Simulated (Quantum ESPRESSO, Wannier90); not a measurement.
**Tight-binding from DFT: AlAsO₄ (I-4)**

Cell from Materials Project (mp-7849), symmetrised, no further relaxation. Not found in the COD (Crystallography Open Database) copy used, which has the formula in other groups; not checked further. Level: PBEsol, spinors with spin-orbit coupling; pw.x of Quantum ESPRESSO at 68 Ry with PseudoDojo potentials, 4×4×4 k-points, Wannier90. Density: 8×8×8 mesh, cold smearing 0.01 Ry.

On the energy scale of pw.x, whose zero is arbitrary, the valence-band maximum lies at 0.87 eV.

Input w.win:

```
num_bands = 32
num_wann = 32
exclude_bands = 1-10,43-84
spinors = true
num_iter = 1000
conv_tol = 1.0e-6
conv_window = 4
write_hr = true
write_u_matrices = true
auto_projections = true
begin unit_cell_cart
ang
    5.0780900000    0.0000000000    0.0000000000
    0.0000000000    5.0780900000    0.0000000000
   -2.5390450000   -2.5390450000    3.7640800000
end unit_cell_cart
begin atoms_frac
Al   0.0000000000  0.0000000000  0.0000000000
As   0.2500000000 -0.2500000000  0.5000000000
O    0.2562200000 -0.1328400000  0.2508000000
O   -0.3836400000 -0.2562200000 -0.2508000000
O   -0.0054200000  0.3836400000  0.2508000000
O    0.1328400000  0.0054200000 -0.2508000000
end atoms_frac
mp_grid = 4 4 4
begin kpoints
0.0000000000 0.0000000000 0.0000000000
0.0000000000 0.0000000000 0.2500000000
0.0000000000 0.0000000000 0.5000000000
... (61 more lines: the 4x4x4 mesh through Gamma)
end kpoints
```

Input of pw2wannier90.x that gives the overlap and projection files (equivalent; here they were cut from one run over all bands):

```
&inputpp
  outdir = './out'
  prefix = 'pwscf'
  seedname = 'w'
  write_amn = .true.
  write_mmn = .true.
  atom_proj = .true.
  atom_proj_exclude = 1 2 3 4 5 6 7 8 9 10 11 12 13 14 15 16 17 18 19 20 21 22 23 24 25 26
/
```

Output w.wout (banner and timings cut):

```
                                    ------
                                    SYSTEM
                                    ------

                              Lattice Vectors (Ang)
                    a_1     5.078090   0.000000   0.000000
                    a_2     0.000000   5.078090   0.000000
                    a_3    -2.539045  -2.539045   3.764080

                   Unit Cell Volume:      97.06432  (Ang^3)

                        Reciprocal-Space Vectors (Ang^-1)
                    b_1     1.237313  -0.000000   0.834624
                    b_2    -0.000000   1.237313   0.834624
                    b_3     0.000000   0.000000   1.669249

 *----------------------------------------------------------------------------*
 |   Site       Fractional Coordinate          Cartesian Coordinate (Ang)     |
 +----------------------------------------------------------------------------+
 | al   1   0.00000   0.00000   0.00000   |    0.00000   0.00000   0.00000    |
 | as   1   0.25000  -0.25000   0.50000   |    0.00000  -2.53905   1.88204    |
 | o    1   0.25622  -0.13284   0.25080   |    0.66432  -1.31137   0.94403    |
 | o    2  -0.38364  -0.25622  -0.25080   |   -1.31137  -0.66432  -0.94403    |
 | o    3  -0.00542   0.38364   0.25080   |   -0.66432   1.31137   0.94403    |
 | o    4   0.13284   0.00542  -0.25080   |    1.31137   0.66432  -0.94403    |
 *----------------------------------------------------------------------------*
                                ------------
                                K-POINT GRID
                                ------------

             Grid size =  4 x  4 x  4      Total points =   64

 *---------------------------------- MAIN ------------------------------------*
 |  Number of Wannier Functions               :                32             |
 |  Number of Objective Wannier Functions     :                32             |
 |  Number of input Bloch states              :                32             |
 |  Output verbosity (1=low, 5=high)          :                 1             |
 |  Timing Level (1=low, 5=high)              :                 1             |
 |  Optimisation (0=memory, 3=speed)          :                 3             |
 |  Length Unit                               :               Ang             |
 |  Post-processing setup (write *.nnkp)      :                 F             |
 |  Using Gamma-only branch of algorithms     :                 F             |
 *----------------------------------------------------------------------------*
 *------------------------------- WANNIERISE ---------------------------------*
 |  Total number of iterations                :              1000             |
 |  Number of CG steps before reset           :                 5             |
 |  Trial step length for line search         :             2.000             |
 |  Convergence tolerence                     :         0.100E-05             |
 |  Convergence window                        :                 4             |
 |  Iterations between writing output         :                 1             |
 |  Iterations between backing up to disk     :               100             |
 |  Write r^2_nm to file                      :                 F             |
 |  Write xyz WF centres to file              :                 F             |
 |  Write on-site energies <0n|H|0n> to file  :                 F             |
 |  Use guiding centre to control phases      :                 F             |
 |  Use phases for initial projections        :                 F             |
 *----------------------------------------------------------------------------*
 *-------------------------------- PLOTTING ----------------------------------*
 |  Plotting Hamiltonian in WF basis          :                 T             |
 *----------------------------------------------------------------------------*

 *---------------------------------- K-MESH ----------------------------------*
 +----------------------------------------------------------------------------+
 |                    Distance to Nearest-Neighbour Shells                    |
 |                    ------------------------------------                    |
 |          Shell             Distance (Ang^-1)          Multiplicity         |
 |          -----             -----------------          ------------         |
 |             1                   0.373124                      8            |
 |             2                   0.417312                      2            |
 |             3                   0.437456                      4            |
 |             4                   0.604580                      8            |
 |             5                   0.618656                      4            |
 |             6                   0.698226                      8            |
 |             7                   0.722466                     16            |
 |             8                   0.746247                      8            |
       ... (lines left out)
 +----------------------------------------------------------------------------+
 | The b-vectors are chosen automatically                                     |
 | The following shells are used:                       1,  2                 |
 +----------------------------------------------------------------------------+
 |                        Shell   # Nearest-Neighbours                        |
 |                        -----   --------------------                        |
 |                          1               8                                 |
 |                          2               2                                 |
 +----------------------------------------------------------------------------+
 | Completeness relation is fully satisfied [Eq. (B1), PRB 56, 12847 (1997)]  |
 +----------------------------------------------------------------------------+
 |                  b_k Vectors (Ang^-1) and Weights (Ang^2)                  |
 |                  ----------------------------------------                  |
 |            No.         b_k(x)      b_k(y)      b_k(z)        w_b           |
 |            ---        --------------------------------     --------        |
 |             1         0.000000    0.309328    0.208656     2.612769        |
 |             2         0.309328    0.000000    0.208656     2.612769        |
 |             3         0.000000   -0.309328   -0.208656     2.612769        |
 |             4         0.000000   -0.309328    0.208656     2.612769        |
 |             5        -0.309328    0.000000   -0.208656     2.612769        |
 |             6        -0.309328    0.000000    0.208656     2.612769        |
 |             7         0.000000    0.309328   -0.208656     2.612769        |
 |             8         0.309328    0.000000   -0.208656     2.612769        |
 |             9         0.000000    0.000000    0.417312     0.258328        |
 |            10         0.000000    0.000000   -0.417312     0.258328        |
 +----------------------------------------------------------------------------+
 |                           b_k Directions (Ang^-1)                          |
 |                           -----------------------                          |
 |            No.           x           y           z                         |
 |            ---        --------------------------------                     |
 |             1         0.000000    0.309328    0.208656                     |
 |             2         0.309328    0.000000    0.208656                     |
 |             3         0.000000   -0.309328    0.208656                     |
 |             4        -0.309328    0.000000    0.208656                     |
 |             5         0.000000    0.000000    0.417312                     |
 +----------------------------------------------------------------------------+

 Starting a new Wannier90 calculation ...

 Reading overlaps from w.mmn

 Reading projections from w.amn

 *------------------------------- WANNIERISE ---------------------------------*
 +--------------------------------------------------------------------+<-- CONV
 | Iter  Delta Spread     RMS Gradient      Spread (Ang^2)            |<-- CONV
 +--------------------------------------------------------------------+<-- CONV

 ------------------------------------------------------------------------------
 Initial State
  WF centre and spread    1  (  0.658187, -1.316138,  0.947766 )     0.53277644
  WF centre and spread    2  (  0.658187, -1.316138,  0.947766 )     0.53277644
  WF centre and spread    3  (  0.558339, -1.383757,  0.991493 )     0.88537355
  WF centre and spread    4  (  0.580129, -1.372097,  1.001614 )     0.87872818
  WF centre and spread    5  (  0.580129, -1.372097,  1.001614 )     0.87872818
  WF centre and spread    6  (  0.558339, -1.383757,  0.991493 )     0.88537355
  WF centre and spread    7  (  0.570533, -1.375892,  0.995004 )     0.87722371
  WF centre and spread    8  (  0.570533, -1.375892,  0.995004 )     0.87722371
  WF centre and spread    9  ( -1.316138, -0.658187, -0.947766 )     0.53277644
  WF centre and spread   10  ( -1.316138, -0.658187, -0.947766 )     0.53277644
  WF centre and spread   11  ( -1.383757, -0.558339, -0.991493 )     0.88537355
  WF centre and spread   12  ( -1.372097, -0.580129, -1.001614 )     0.87872818
  WF centre and spread   13  ( -1.372097, -0.580129, -1.001614 )     0.87872818
  WF centre and spread   14  ( -1.383757, -0.558339, -0.991493 )     0.88537355
  WF centre and spread   15  ( -1.375892, -0.570533, -0.995004 )     0.87722371
  WF centre and spread   16  ( -1.375892, -0.570533, -0.995004 )     0.87722371
  WF centre and spread   17  ( -0.658187,  1.316138,  0.947766 )     0.53277644
  WF centre and spread   18  ( -0.658187,  1.316138,  0.947766 )     0.53277644
  WF centre and spread   19  ( -0.558339,  1.383757,  0.991493 )     0.88537355
  WF centre and spread   20  ( -0.580129,  1.372097,  1.001614 )     0.87872818
  WF centre and spread   21  ( -0.580129,  1.372097,  1.001614 )     0.87872818
  WF centre and spread   22  ( -0.558339,  1.383757,  0.991493 )     0.88537355
  WF centre and spread   23  ( -0.570533,  1.375892,  0.995004 )     0.87722371
  WF centre and spread   24  ( -0.570533,  1.375892,  0.995004 )     0.87722371
  WF centre and spread   25  (  1.316138,  0.658187, -0.947766 )     0.53277644
  WF centre and spread   26  (  1.316138,  0.658187, -0.947766 )     0.53277644
  WF centre and spread   27  (  1.383757,  0.558339, -0.991493 )     0.88537355
  WF centre and spread   28  (  1.372097,  0.580129, -1.001614 )     0.87872818
  WF centre and spread   29  (  1.372097,  0.580129, -1.001614 )     0.87872818
  WF centre and spread   30  (  1.383757,  0.558339, -0.991493 )     0.88537355
  WF centre and spread   31  (  1.375892,  0.570533, -0.995004 )     0.87722371
  WF centre and spread   32  (  1.375892,  0.570533, -0.995004 )     0.87722371
  Sum of centres and spreads (  0.000000, -0.000000,  0.000000 )    25.39281503

      0     0.254E+02     0.0000000000       25.3928150323  <-- CONV
        O_D=      0.0032173 O_OD=      7.9748799 O_TOT=     25.3928150 <-- SPRD
 ------------------------------------------------------------------------------
      1    -0.217E+00     0.3369052771       25.1758262463  <-- CONV
        O_D=      0.0042168 O_OD=      7.7568916 O_TOT=     25.1758262 <-- SPRD
      2    -0.297E-01     0.1867698569       25.1461024202  <-- CONV
        O_D=      0.0024267 O_OD=      7.7289579 O_TOT=     25.1461024 <-- SPRD
      3    -0.963E-02     0.1053798048       25.1364750459  <-- CONV
        O_D=      0.0025263 O_OD=      7.7192309 O_TOT=     25.1364750 <-- SPRD
      4    -0.131E-01     0.0925120372       25.1233446875  <-- CONV
        O_D=      0.0026439 O_OD=      7.7059830 O_TOT=     25.1233447 <-- SPRD
      5    -0.349E-01     0.1534296721       25.0884026854  <-- CONV
        O_D=      0.0045514 O_OD=      7.6691335 O_TOT=     25.0884027 <-- SPRD
       ... (lines left out)
    100    -0.154E-01     0.1191328237       22.1366677088  <-- CONV
        O_D=      0.0025139 O_OD=      4.7194360 O_TOT=     22.1366677 <-- SPRD
       ... (lines left out)
    200    -0.471E-02     0.0816647511       20.9428325347  <-- CONV
        O_D=      0.0012057 O_OD=      3.5269091 O_TOT=     20.9428325 <-- SPRD
       ... (lines left out)
    300    -0.658E-04     0.0085389607       20.8621404563  <-- CONV
        O_D=      0.0006628 O_OD=      3.4467599 O_TOT=     20.8621405 <-- SPRD
       ... (lines left out)
    400    -0.387E-04     0.0059935614       20.8559176748  <-- CONV
        O_D=      0.0006547 O_OD=      3.4405452 O_TOT=     20.8559177 <-- SPRD
       ... (lines left out)
    500    -0.308E-04     0.0066250040       20.8533260258  <-- CONV
        O_D=      0.0006640 O_OD=      3.4379442 O_TOT=     20.8533260 <-- SPRD
       ... (lines left out)
    600    -0.554E-05     0.0024495139       20.8519013652  <-- CONV
        O_D=      0.0006728 O_OD=      3.4365108 O_TOT=     20.8519014 <-- SPRD
       ... (lines left out)
    700    -0.717E-05     0.0025704936       20.8510727838  <-- CONV
        O_D=      0.0006815 O_OD=      3.4356735 O_TOT=     20.8510728 <-- SPRD
       ... (lines left out)
    800    -0.588E-05     0.0028945347       20.8505805973  <-- CONV
        O_D=      0.0006888 O_OD=      3.4351740 O_TOT=     20.8505806 <-- SPRD
       ... (lines left out)
    900    -0.102E-05     0.0010562831       20.8503119472  <-- CONV
        O_D=      0.0006942 O_OD=      3.4348999 O_TOT=     20.8503119 <-- SPRD
       ... (lines left out)
    912    -0.954E-06     0.0010212553       20.8502883673  <-- CONV
        O_D=      0.0006949 O_OD=      3.4348757 O_TOT=     20.8502884 <-- SPRD
    913    -0.949E-06     0.0017705005       20.8502874188  <-- CONV
        O_D=      0.0006946 O_OD=      3.4348750 O_TOT=     20.8502874 <-- SPRD
    914    -0.846E-06     0.0010181330       20.8502865728  <-- CONV
        O_D=      0.0006947 O_OD=      3.4348741 O_TOT=     20.8502866 <-- SPRD
             <<<     Delta < 1.000E-06  over  4 iterations     >>>
             <<< Wannierisation convergence criteria satisfied >>>
 Final State
  WF centre and spread    1  (  0.805705, -1.469018,  0.755536 )     0.65328171
  WF centre and spread    2  (  0.805705, -1.469018,  0.755536 )     0.65328171
  WF centre and spread    3  (  0.401330, -1.700020,  1.229805 )     0.67923763
  WF centre and spread    4  (  0.781033, -1.169017,  1.162807 )     0.66688733
  WF centre and spread    5  (  0.781033, -1.169017,  1.162807 )     0.66688733
  WF centre and spread    6  (  0.401330, -1.700020,  1.229805 )     0.67923763
  WF centre and spread    7  (  0.381547, -1.111015,  0.788574 )     0.60687916
  WF centre and spread    8  (  0.381547, -1.111015,  0.788574 )     0.60687916
  WF centre and spread    9  ( -1.469018, -0.805705, -0.755536 )     0.65328171
  WF centre and spread   10  ( -1.469018, -0.805705, -0.755536 )     0.65328171
  WF centre and spread   11  ( -1.700020, -0.401330, -1.229805 )     0.67923763
  WF centre and spread   12  ( -1.169017, -0.781033, -1.162807 )     0.66688733
  WF centre and spread   13  ( -1.169017, -0.781033, -1.162807 )     0.66688733
  WF centre and spread   14  ( -1.700020, -0.401330, -1.229805 )     0.67923763
  WF centre and spread   15  ( -1.111015, -0.381547, -0.788574 )     0.60687916
  WF centre and spread   16  ( -1.111015, -0.381547, -0.788574 )     0.60687916
  WF centre and spread   17  ( -0.805705,  1.469018,  0.755536 )     0.65328171
  WF centre and spread   18  ( -0.805705,  1.469018,  0.755536 )     0.65328171
  WF centre and spread   19  ( -0.401330,  1.700020,  1.229805 )     0.67923763
  WF centre and spread   20  ( -0.781033,  1.169017,  1.162807 )     0.66688733
  WF centre and spread   21  ( -0.781033,  1.169017,  1.162807 )     0.66688733
  WF centre and spread   22  ( -0.401330,  1.700020,  1.229805 )     0.67923763
  WF centre and spread   23  ( -0.381547,  1.111015,  0.788574 )     0.60687916
  WF centre and spread   24  ( -0.381547,  1.111015,  0.788574 )     0.60687916
  WF centre and spread   25  (  1.469018,  0.805705, -0.755536 )     0.65328171
  WF centre and spread   26  (  1.469018,  0.805705, -0.755536 )     0.65328171
  WF centre and spread   27  (  1.700020,  0.401330, -1.229805 )     0.67923763
  WF centre and spread   28  (  1.169017,  0.781033, -1.162807 )     0.66688733
  WF centre and spread   29  (  1.169017,  0.781033, -1.162807 )     0.66688733
  WF centre and spread   30  (  1.700020,  0.401330, -1.229805 )     0.67923763
  WF centre and spread   31  (  1.111015,  0.381547, -0.788574 )     0.60687916
  WF centre and spread   32  (  1.111015,  0.381547, -0.788574 )     0.60687916
  Sum of centres and spreads ( -0.000000, -0.000000,  0.000000 )    20.85028657

         Spreads (Ang^2)       Omega I      =    17.414717820
        ================       Omega D      =     0.000694694
                               Omega OD     =     3.434874059
    Final Spread (Ang^2)       Omega Total  =    20.850286573
```
